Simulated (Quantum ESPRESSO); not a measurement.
LiIn3AgW2Sn, input and log of a self-consistent run

Simulated, not a measurement. The program is pw.x of Quantum ESPRESSO 7.5 (plane-wave density functional theory). The cell is made up: eight metal atoms on a hexagonal close-packed lattice, with elements, volume, strain and displacements drawn at random and not relaxed, so it may be unstable or far from any real phase. PseudoDojo standard norm-conserving files set the functional (PBE unless stated); there is no spin polarisation or spin-orbit coupling, the Fermi-Dirac width of 0.25 eV means electrons at about 2900 K, and the masses in the input are unused placeholders. The tin pseudopotential is less sure than most, with forces differing by about three percent from a second method on plain tin. Heavy elements are run without spin-orbit coupling, which real alloys of them have. A spin test at this wide smearing found no moment, but such smearing suppresses magnetism that the real alloy may have.

Input:

```
&control calculation='scf', pseudo_dir='./dojo.nc.sr.pbe.v0_5.standard.upf', outdir='./o', disk_io='minimal', tprnfor=.true., tstress=.true. /
&system ibrav=0, nat=8, ntyp=5, nbnd=64, ecutwfc=87.97787729, nosym=.true., tot_charge=0,
 occupations='smearing', smearing='fd', degauss=0.0183746611
/
&electrons conv_thr=1.470e-08, electron_maxstep=70, mixing_beta=0.5 /
ATOMIC_SPECIES
Ag 1.0 Ag.upf
In 1.0 In.upf
Li 1.0 Li.upf
Sn 1.0 Sn.upf
W 1.0 W.upf
CELL_PARAMETERS angstrom
4.6277 -2.7504 -0.0828
-2.9856 0.0202 -4.9324
2.9656 5.2938 -0.0094
ATOMIC_POSITIONS angstrom
Li 0.0509 0.0155 -0.0269
In 1.4531 2.6043 0.0305
Ag 0.0448 1.7948 -2.468
W 1.5193 4.4476 -2.516
Sn 3.0668 -0.0866 -0.0817
In 4.4966 2.596 -0.1012
In 1.5859 -0.9435 -2.5582
W 3.085 1.702 -2.5457
K_POINTS automatic
5 5 4 1 1 1
```

The log is shortened where brackets say so; the opening notice, blank lines, dates and the lines on written files are dropped, and the path of the files is cut. It prints rydbergs, bohrs and kilobars, and counts compression as positive stress. Its total energy is the free energy E - TS of the whole cell.

```
     Program PWSCF v.7.5
     Parallel version (MPI & OpenMP), running on       4 processor cores
     Number of MPI processes:                 4
     Threads/MPI process:                     1
     [start-up lines left out]
     bravais-lattice index     =            0
     lattice parameter (alat)  =      10.1742  a.u.
     unit-cell volume          =    1096.3074 (a.u.)^3
     number of atoms/cell      =            8
     number of atomic types    =            5
     number of electrons       =       103.00
     number of Kohn-Sham states=           64
     kinetic-energy cutoff     =      87.9779  Ry
     charge density cutoff     =     351.9115  Ry
     scf convergence threshold =      1.5E-08
     mixing beta               =       0.5000
     number of iterations used =            8  plain     mixing
     Exchange-correlation= PBE
                           (   1   4   3   4   0   0   0)
     [axes and pseudopotential details left out]
   Cartesian axes
     site n.     atom                  positions (alat units)
         1        Li     tau(   1) = (   0.0094540   0.0028789  -0.0049963  )
         2        In     tau(   2) = (   0.2698936   0.4837134   0.0056650  )
         3        Ag     tau(   3) = (   0.0083210   0.3333598  -0.4583976  )
         4        W      tau(   4) = (   0.2821894   0.8260814  -0.4673129  )
         5        Sn     tau(   5) = (   0.5696165  -0.0160848  -0.0151747  )
         6        In     tau(   6) = (   0.8351825   0.4821718  -0.0187965  )
         7        In     tau(   7) = (   0.2945594  -0.1752423  -0.4751510  )
         8        W      tau(   8) = (   0.5729969   0.3161234  -0.4728293  )
     number of k points=    50  Fermi-Dirac smearing, width (Ry)=  0.0184
                       cart. coord. in units 2pi/alat
        k(    1) = (   0.1412025   0.0476820  -0.1944304), wk =   0.0400000
        k(    2) = (   0.2536151   0.2388472  -0.2616912), wk =   0.0400000
     [further k points left out]
     Dense  grid:   122257 G-vectors     FFT dimensions: (  64,  72,  72)
     Estimated max dynamical RAM per process >     413.82 MB
     Estimated total dynamical RAM >       1.53 GB
     Initial potential from superposition of free atoms
     starting charge     102.9807, renormalised to     103.0000
     Starting wfcs are   68 randomized atomic wfcs
     total cpu time spent up to now is        8.3 secs
     per-process dynamical memory:   312.2 Mb
     Self-consistent Calculation
     iteration #  1     ecut=    87.98 Ry     beta= 0.50
     Davidson diagonalization with overlap
     ethr =  1.00E-02,  avg # of iterations =  4.8
     Threshold (ethr) on eigenvalues was too large:
     Diagonalizing with lowered threshold
     Davidson diagonalization with overlap
     ethr =  5.88E-04,  avg # of iterations =  2.1
     total cpu time spent up to now is       45.0 secs
     total energy              =   -1183.61565755 Ry
     estimated scf accuracy    <       0.63306515 Ry
     iteration #  2     ecut=    87.98 Ry     beta= 0.50
     Davidson diagonalization with overlap
     ethr =  6.15E-04,  avg # of iterations =  3.2
     total cpu time spent up to now is       64.9 secs
     total energy              =   -1183.67452519 Ry
     estimated scf accuracy    <       1.68553296 Ry
     iteration #  3     ecut=    87.98 Ry     beta= 0.50
     Davidson diagonalization with overlap
     ethr =  6.15E-04,  avg # of iterations =  2.0
     total cpu time spent up to now is       82.9 secs
     total energy              =   -1183.83534595 Ry
     estimated scf accuracy    <       0.58669748 Ry
     iteration #  4     ecut=    87.98 Ry     beta= 0.50
     Davidson diagonalization with overlap
     ethr =  5.70E-04,  avg # of iterations =  1.9
     total cpu time spent up to now is       99.3 secs
     total energy              =   -1183.88379612 Ry
     estimated scf accuracy    <       0.29670278 Ry
     iteration #  5     ecut=    87.98 Ry     beta= 0.50
     Davidson diagonalization with overlap
     ethr =  2.88E-04,  avg # of iterations =  1.1
     total cpu time spent up to now is      115.1 secs
     total energy              =   -1183.91005926 Ry
     estimated scf accuracy    <       0.01647485 Ry
     [iterations 6 to 7 left out]
     iteration #  8     ecut=    87.98 Ry     beta= 0.50
     Davidson diagonalization with overlap
     ethr =  1.64E-07,  avg # of iterations =  2.9
     total cpu time spent up to now is      173.0 secs
     total energy              =   -1183.91209106 Ry
     estimated scf accuracy    <       0.00002960 Ry
     iteration #  9     ecut=    87.98 Ry     beta= 0.50
     Davidson diagonalization with overlap
     ethr =  2.87E-08,  avg # of iterations =  3.2
     total cpu time spent up to now is      191.4 secs
     total energy              =   -1183.91209523 Ry
     estimated scf accuracy    <       0.00000194 Ry
     iteration # 10     ecut=    87.98 Ry     beta= 0.50
     Davidson diagonalization with overlap
     ethr =  1.88E-09,  avg # of iterations =  4.2
     total cpu time spent up to now is      213.8 secs
     total energy              =   -1183.91209598 Ry
     estimated scf accuracy    <       0.00000075 Ry
     iteration # 11     ecut=    87.98 Ry     beta= 0.50
     Davidson diagonalization with overlap
     ethr =  7.29E-10,  avg # of iterations =  2.0
     total cpu time spent up to now is      231.3 secs
     total energy              =   -1183.91209610 Ry
     estimated scf accuracy    <       0.00000003 Ry
     iteration # 12     ecut=    87.98 Ry     beta= 0.50
     Davidson diagonalization with overlap
     ethr =  2.76E-11,  avg # of iterations =  2.9
     total cpu time spent up to now is      251.0 secs
     End of self-consistent calculation
     [lines on levels left out]
!    total energy              =   -1183.91209611 Ry
     estimated scf accuracy    <          4.1E-09 Ry
     smearing contrib. (-TS)   =      -0.08103034 Ry
     internal energy E=F+TS    =   -1183.83106576 Ry
     The total energy is F=E-TS. E is the sum of the following terms:
     one-electron contribution =    -386.10075192 Ry
     hartree contribution      =     256.16349290 Ry
     xc contribution           =    -280.07186820 Ry
     ewald contribution        =    -773.82193854 Ry
     convergence has been achieved in  12 iterations
     Forces acting on atoms (cartesian axes, Ry/au):
     atom    1 type  3   force =    -0.00880941   -0.00697664    0.00078034
     atom    2 type  2   force =     0.01962367    0.03599806   -0.02621776
     atom    3 type  1   force =     0.00413703   -0.00109659    0.00692732
     atom    4 type  5   force =    -0.03990274   -0.05455496   -0.03418581
     atom    5 type  4   force =    -0.02545112    0.00413262   -0.00062134
     atom    6 type  2   force =     0.03221886   -0.00183566    0.02089867
     atom    7 type  2   force =    -0.01339115   -0.01544720   -0.00341921
     atom    8 type  5   force =     0.03157486    0.03978036    0.03583779
     Total force =     0.121390     Total SCF correction =     0.000223
     Computing stress (Cartesian axis) and pressure
          total   stress  (Ry/bohr**3)                   (kbar)     P=      -41.75
  -0.00033668   0.00014966   0.00018029          -49.53       22.02       26.52
   0.00014966  -0.00028260  -0.00007792           22.02      -41.57      -11.46
   0.00018029  -0.00007792  -0.00023219           26.52      -11.46      -34.16
     init_run     :      7.94s CPU      8.21s WALL (       1 calls)
     electrons    :    241.46s CPU    242.77s WALL (       1 calls)
     forces       :      2.06s CPU      2.09s WALL (       1 calls)
     stress       :      7.02s CPU      7.20s WALL (       1 calls)
     [timing details left out]
     PWSCF        :   4m18.56s CPU   4m20.38s WALL
     JOB DONE.
```

In other units: free energy -16107.945 eV for the cell, pressure -4.18 GPa, largest force component 1.403 eV/Å in size. The run took 262 s of wall time with four MPI processes on a shared machine (Intel Xeon, 2023 or later, virtual cores), so the time is rough. A rerun of this cell at a higher cutoff and on a denser mesh moved values by no more than 0.005 eV in energy, 0.07 GPa in stress and 0.006 eV/Å in force, and a second program with other atomic files agreed on that cell to 2 % rms in force and 0.5 GPa in pressure.